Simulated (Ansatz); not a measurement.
MoP:
```
MoP
1.0
    3.24137     0.00000     0.00000
   -1.62068     2.80711     0.00000
    0.00000     0.00000     3.19397
Mo P
1 1
Direct
  0.00000   0.00000   0.00000
  0.33333   0.66667   0.50000
```

Relaxed with PBE. Special points in fractions of this cell's reciprocal vectors: Γ (0.000, 0.000, 0.000); M (0.500, 0.000, 0.000); K (0.333, 0.333, 0.000); A (0.000, 0.000, 0.500); L (0.500, 0.000, 0.500); H (0.333, 0.333, 0.500).

Q: List the band energies nearest the Fermi level at these points for plane-wave PAW PBE with spin–orbit coupling (Ansatz code).

A: In eV from the Fermi level; about four levels below and three above (degenerate sets whole), none deeper than 8.9 eV; points with the same levels are listed once.

| k | below | above |
|---|---|---|
| Γ | -3.30 -3.30 -0.72 -0.72 | 0.18 0.18 0.28 0.28 |
| M | -1.35 -1.35 -0.45 -0.45 | 1.62 1.62 2.24 2.24 |
| K | -1.55 -1.47 -0.21 -0.06 | 0.57 0.59 0.68 |
| A | -1.77 -1.77 -1.62 -1.62 | 1.32 1.32 2.82 2.82 |
| L | -4.45 -4.45 -1.08 -1.08 | 1.33 1.33 1.79 1.79 |
| H | -3.28 -3.26 -1.36 -1.30 | 1.47 1.48 3.12 |

Space group P-6m2. The cell was relaxed with PBE under the symmetry of its start; of distortions, only those at the zone centre were tested. No spin polarisation was allowed.

Potentials: the later of the program's two PAW sets.
